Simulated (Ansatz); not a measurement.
## Zone-centre modes in Cs3GaCl6

Theory: Ansatz 0.2.0, DFT PBEsol, scalar-relativistic, plane waves, PAW. Settings: plane waves to 420 eV, k-mesh 4×4×4 (Γ-centred), Gaussian smearing 0.05 eV. No spin polarisation.

Reference structure (relaxed at this level; it needn't be the usual structure):

```
Cs Ga Cl
1.0
     0.00000    5.53194    5.53194
     5.53194    0.00000    5.53194
     5.53194    5.53194    0.00000
Cs Ga Cl
3 1 6
Direct
  0.75000 0.75000 0.75000
  0.25000 0.25000 0.25000
  0.50000 0.50000 0.50000
  0.00000 0.00000 0.00000
  0.78632 0.21368 0.21368
  0.21368 0.21368 0.78632
  0.21368 0.78632 0.78632
  0.21368 0.78632 0.21368
  0.78632 0.21368 0.78632
  0.78632 0.78632 0.21368
```

Harmonic modes by finite displacements of 0.02 Å, without the LO–TO term.

(1) At this geometry, is the structure stable against these modes?

(2) List the wavenumbers in cm⁻¹.

## Answers

(1) No: 3 modes are unstable, the strongest at 44i cm⁻¹.

(2) 44i, 44i, 44i, 0, 0, 0, 15, 15, 15, 21, 21, 21, 83, 83, 83, 89, 89, 89, 145, 145, 145, 170, 170, 170, 204, 204, 263, 263, 263, 295.

Cost: 1 run of about 1.3 core-minutes, on Intel Xeon 6975P-C (Granite Rapids) (shared hosts).